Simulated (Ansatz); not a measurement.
MoSi2 (MoSi2 type, space group I4/mmm)

Space group I4/mmm (No. 139); a = b = 3.217 Å, c = 7.873 Å, α = β = γ = 90.00°

| atom | site | symmetry | x | y | z |
|---|---|---|---|---|---|
| Mo | 2a | 4/mmm | 0.0000 | 0.0000 | 0.0000 |
| Si | 4e | 4mm | 0.0000 | 0.0000 | 0.3351 |
(The calculation used a cell of 3 atoms; values per cell refer to that cell.)

The volume is varied about the relaxed value V₀ at fixed cell shape. The atoms relax within the cell's symmetry.

Level of theory: PBE (plane waves to 420 eV, PAW, scalar-relativistic; Ansatz, a program for electronic structure). k mesh 20×20×20 (Γ-centred), Fermi-Dirac smearing 0.05 eV. Energies are smeared free energies. Stress and pressure are positive under compression. With the shape held, the modulus is that of even scaling; a crystal free to change shape is softer. MoSi2 is run without spin polarisation. MoSi2 was relaxed with its symmetry unable to fall. The PAW data are Ansatz's earlier set. The zero of ΔE is the relaxed starting cell.

| V/V₀ | ΔE (kJ/mol of atoms) | P (GPa) |
|---|---|---|
| 0.940 | 3.4 | 14.6 |
| 0.950 | 2.3 | 11.8 |
| 0.960 | 1.4 | 9.2 |
| 0.970 | 0.8 | 6.7 |
| 0.980 | 0.3 | 4.4 |
| 0.990 | 0.1 | 2.1 |
| 1.000 | 0.0 | 0.0 |
| 1.010 | 0.1 | -2.0 |
| 1.020 | 0.3 | -3.9 |
| 1.030 | 0.7 | -5.7 |
| 1.040 | 1.2 | -7.4 |
| 1.050 | 1.9 | -9.0 |
| 1.060 | 2.7 | -10.5 |

Key numbers:

| Property | Value |
|---|---|
| Pressure at the smallest volume | 14.6 GPa |
| Energy cost of the largest compression | 35 meV/atom |
| Energy cost of the largest expansion | 28 meV/atom |
| Bulk modulus at fixed cell shape B₀ (third-order Birch-Murnaghan fit) | 205 GPa |
| Pressure derivative B₀′ (fit) | 4.5 |
| Equilibrium volume of the fit | 13.58 Å³/atom |
| Pressure for 5 % compression (fit) | 11.8 GPa |

(Under strain, the slope of the energy per volume gives the stress and its curvature an elastic modulus.)
